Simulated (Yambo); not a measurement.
Yambo run on SrNH (space group Pnma, No. 62). The wavefunctions come from this Quantum ESPRESSO step (LDA, PseudoDojo standard norm-conserving files, scalar-relativistic):

```
&CONTROL
  calculation = 'nscf'
  pseudo_dir = './pseudo'
  outdir = './out'
/
&SYSTEM
  ibrav = 0
  nat = 12
  ntyp = 3
  ecutwfc = 84.0
  ecutrho = 336.0
  occupations = 'fixed'
  force_symmorphic = .true.
  nbnd = 244
/
&ELECTRONS
  conv_thr = 1.2000000000000002e-08
  diago_full_acc = .true.
  diago_thr_init = 1e-08
/
ATOMIC_SPECIES
H 1.0080 H.upf
N 14.0070 N.upf
Sr 87.6200 Sr.upf
CELL_PARAMETERS angstrom
  7.542250000000   0.000000000000   0.000000000000
  0.000000000000   3.952680000000   0.000000000000
  0.000000000000   0.000000000000   5.599600000000
ATOMIC_POSITIONS crystal
H   0.018010000000   0.250000000000   0.109410000000
H   0.981990000000   0.750000000000   0.890590000000
H   0.481990000000   0.750000000000   0.609410000000
H   0.518010000000   0.250000000000   0.390590000000
N   0.116640000000   0.250000000000   0.237030000000
N   0.883360000000   0.750000000000   0.762970000000
N   0.383360000000   0.750000000000   0.737030000000
N   0.616640000000   0.250000000000   0.262970000000
Sr   0.352830000000   0.750000000000   0.192790000000
Sr   0.647170000000   0.250000000000   0.807210000000
Sr   0.147170000000   0.250000000000   0.692790000000
Sr   0.852830000000   0.750000000000   0.307210000000
K_POINTS automatic
2 4 2 0 0 0
```

Yambo input:

```
rim_cut
gw0
dyson
el_el_corr
HF_and_locXC
ppa
em1d
RandQpts= 1000000
RandGvec= 1 Ry
EXXRLvcs= 84 Ry
VXCRLvcs= 336 Ry
Chimod= "HARTREE"
% BndsRnXp
 1 | 243 |
%
NGsBlkXp= 7 Ry
% LongDrXp
 1.0 | 1.0 | 1.0 |
%
PPAPntXp= 27.2114 eV
% GbndRnge
 1 | 243 |
%
GTermKind= "BG"
DysSolver= "n"
ExtendOut
% QPkrange
 1 | 1 | 32 | 33 |
 5 | 5 | 32 | 33 |
 6 | 6 | 32 | 33 |
 8 | 8 | 32 | 33 |
 11 | 11 | 32 | 33 |
 12 | 12 | 32 | 33 |
%
```

k points by index: 1 = Γ, 5 = (0, -0.5, 0), 6 = (0, -0.5, -0.5), 8 = (-0.5, 0, -0.5), 11 = (-0.5, -0.5, 0), 12 = (-0.5, -0.5, -0.5).

Table of the .qp output:

```
#    K-point    Band    Eo [eV]    E [eV]    E-Eo [eV]    Vxc [eV]    Vnlxc [eV]    Sc|Eo [eV]    Sc|E [eV]    dSc/dw|Eo [eV]    Re(Z)    Im(Z)
#
    1    32    0.000000    -0.563006    -0.563006    -15.78686    -19.32997    2.820939    2.980110    -7.691220    0.779634    -0.001640
    1    33    1.896955    2.730950    0.833995    -9.513747    -4.782600    -3.736881    -3.897151    -5.228585    0.838821    -0.001072
    5    32    -0.447138    -1.127335    -0.680197    -15.21219    -18.99029    2.907400    3.097907    -7.619437    0.781240    -0.001833
    5    33    1.851865    2.730110    0.878245    -9.904596    -5.099894    -3.754364    -3.926457    -5.331439    0.836170    -0.001096
    6    32    -0.739009    -1.444679    -0.705669    -14.67802    -18.37771    2.797923    2.994021    -7.559375    0.782587    -0.002391
    6    33    3.786572    4.765795    0.979223    -11.00701    -5.900053    -3.921676    -4.127737    -5.726188    0.826150    0.152688E-4
    8    32    -0.557702    -1.171377    -0.613675    -15.10148    -18.74475    2.854235    3.029598    -7.772838    0.777810    -0.002598
    8    33    3.685318    4.618006    0.932687    -10.63865    -5.529439    -3.986830    -4.176525    -5.534063    0.830997    -0.557908E-3
    11    32    -0.618787    -1.306749    -0.687962    -15.00287    -18.80895    2.924660    3.118119    -7.649708    0.780560    -0.002200
    11    33    2.757724    3.690711    0.932987    -10.44721    -5.467211    -3.858493    -4.047009    -5.497569    0.831923    -0.001105
    12    32    -0.894550    -1.567567    -0.673017    -14.74715    -18.51905    2.905315    3.098886    -7.823196    0.776690    -0.002857
    12    33    4.324514    5.340448    1.015934    -11.00840    -5.643149    -4.135308    -4.349317    -5.732079    0.826003    -0.833860E-4
```
(The two width columns are left out.) Convergence of these settings isn't established.

Geometry of the Materials Project entry, not relaxed at this level.

The structure is a Materials Project entry; no match was found in the copy of COD used, and its stability was not checked.
